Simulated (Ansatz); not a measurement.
**YbBi2IO4**

System: YbBi2IO4, a measured crystal structure (space group P4/mmm); the cell holds 8 atoms. Source: COD entry 1526555; the sample's temperature and pressure aren't taken into account, and it need not be the stable phase.

```
I Yb Bi O
1.0
     3.87500    0.00000    0.00000
     0.00000    3.87500    0.00000
     0.00000    0.00000    9.54800
I Yb Bi O
1 1 2 4
Direct
  0.00000 0.00000 0.50000
  0.00000 0.00000 0.00000
  0.50000 0.50000 0.74290
  0.50000 0.50000 0.25710
  0.50000 0.00000 0.86200
  0.00000 0.50000 0.86200
  0.50000 0.00000 0.13800
  0.00000 0.50000 0.13800
```

Site labels below count the atoms in this order, from 1.

The calculation used DFT, PBEsol+U, PAW, plane waves, scalar-relativistic (Ansatz).

```
Hubbard term (Dudarev form) : U − J = 3.8 eV on Yb f, on Löwdin-orthonormalised all-electron atomic orbitals
Plane-wave cutoff           : 420 eV
k-point mesh                : 5×5×2 (Γ-centred)
Occupations                 : Fermi–Dirac smearing, 0.02 eV
```

Site moments are integrals over atomic spheres and don't add up to the total.

Spin–orbit coupling is left out, so orbital moments of the f shell are missing. A static U favours moments and orbital order; the result depends on U and need not be the measured state. With one magnetic atom in the cell its copies can only be parallel; orders in a larger cell may lie lower.

“Lowest” means lowest among the runs made in this cell.

Plain SCF: the run stops at the first self-consistent solution. Ends within 0.2 meV/atom and 0.1 μB count as one state.

Task: Which state comes out lowest among 12 converged runs with various starts and settings? Give the order, the site moments and the gap.

Result: Spin-polarised, site moments Yb2 0.90 μB, total 1.00 μB per cell, a gap of 0.70 eV on the k-mesh.

Task: How much higher is the free energy without spin polarisation?

Result: 100 meV/atom (0.80 eV per cell); the unpolarised solution has no gap on the mesh and a pressure of -0.1 GPa against -0.9 GPa.

Task: Which atoms feel the largest force in the lowest state, and how large is it?

Result: Bi3, Bi4: 0.39 eV/Å.

The run was started with:
```sh
ansatz run input.yaml --threads 2 --pin off --max-ram 5120MiB --backend cpu --events-out ev --progress --plain --runs-dir out
```

Machine: 2 threads of Arm Neoverse V2, with other jobs on the host.

Task: About how long does the run “whole orbital fillings typed, random choice 2 of orbitals (Yb2 7 up 6 down), symmetry off, plain SCF [spin density started apart from these, at Yb2 1.00 μB]” take there, and how much memory does it need?

Result: 100 s, 0.75 GiB (43 iterations, 26 k-points after symmetry).
